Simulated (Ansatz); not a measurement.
BP in space group P6_222 (No. 180; B on 3d, P on 3c) under volume change, DFT-PBE+D3(BJ) in the program Ansatz with PAW potentials, shape and atoms relaxed at each volume.

```
V (Å³/atom)  E − E(relaxed) (meV/atom)  P (GPa)
-----------  -------------------------  -------
9.588                             56.5    20.61
9.905                             23.8    12.69
10.221                             5.7     5.89
10.537                             0.0     0.01
10.853                             5.1    -5.05
11.169                            19.5    -9.42
11.485                            41.9   -13.17
```

### Question
What does a third-order Birch–Murnaghan fit give for V₀, B₀ and B′?

### Answer
V₀ = 10.54 Å³/atom, B₀ = 181 GPa, B′ = 3.9.

The start of the workflow was typed in or built on a structure type; neither database checked (COD, Materials Project) lists it. It is not the phase usual at ambient conditions (space group No. 216). The cell was relaxed with PBE+D3(BJ) under the symmetry of its start; whether a distortion lowers the energy is not shown.

Potentials: the later of the program's two PAW sets.
